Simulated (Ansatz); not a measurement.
Total density of states per atom from plane-wave PAW LDA (Ansatz code), in 0.25 eV bins, energy from the Fermi level:

(E (eV), states/eV/atom): (-7.60, 0.00); (-7.35, 0.03); (-7.10, 0.05); (-6.85, 0.06); (-6.60, 0.08); (-6.35, 0.10); (-6.10, 0.12); (-5.85, 0.15); (-5.60, 0.38); (-5.35, 1.14); (-5.10, 1.42); (-4.85, 1.95); (-4.60, 2.03); (-4.35, 2.06); (-4.10, 2.22); (-3.85, 2.30); (-3.60, 1.47); (-3.35, 1.37); (-3.10, 2.36); (-2.85, 1.54); (-2.60, 0.98); (-2.35, 0.87); (-2.10, 0.91); (-1.85, 1.22); (-1.60, 1.85); (-1.35, 2.49); (-1.10, 2.64); (-0.85, 2.92); (-0.60, 2.73); (-0.35, 1.43); (-0.10, 1.23); (0.15, 1.17); (0.40, 0.70); (0.65, 0.29); (0.90, 0.23); (1.15, 0.23); (1.40, 0.24); (1.65, 0.25); (1.90, 0.25); (2.15, 0.25); (2.40, 0.25); (2.65, 0.25); (2.90, 0.25); (3.15, 0.24); (3.40, 0.24); (3.65, 0.24); (3.90, 0.23); (4.15, 0.23); (4.40, 0.22); (4.65, 0.21)

Q: Which of these materials gives this?
A. CoSi2, fluorite or antifluorite type
B. SnO, P4/nmm (Sn on 2c, O on 2a)
C. KBr, rock salt
D. Pd, bcc (W type)

A: D, Pd, bcc (W type). Within 0.5 eV of the Fermi level: Pd 4d 88 %, outside the projected shells 12 %. Projections are on Löwdin-orthogonalised atomic valence shells; empty p or d shells of many metals are not among them.

Space group Im-3m (bcc (W type)). The workflow started from a Materials Project entry (that database holds measured and hypothetical structures alike); the Crystallography Open Database copy checked does not list it. It is not the phase usual at ambient conditions (space group No. 225). The LDA relaxation kept the symmetry of its start. At this level the phase is mechanically unstable. No spin polarisation was allowed. Spin–orbit coupling is left out wherever it is not named.

Potentials: the later of the program's two PAW sets.
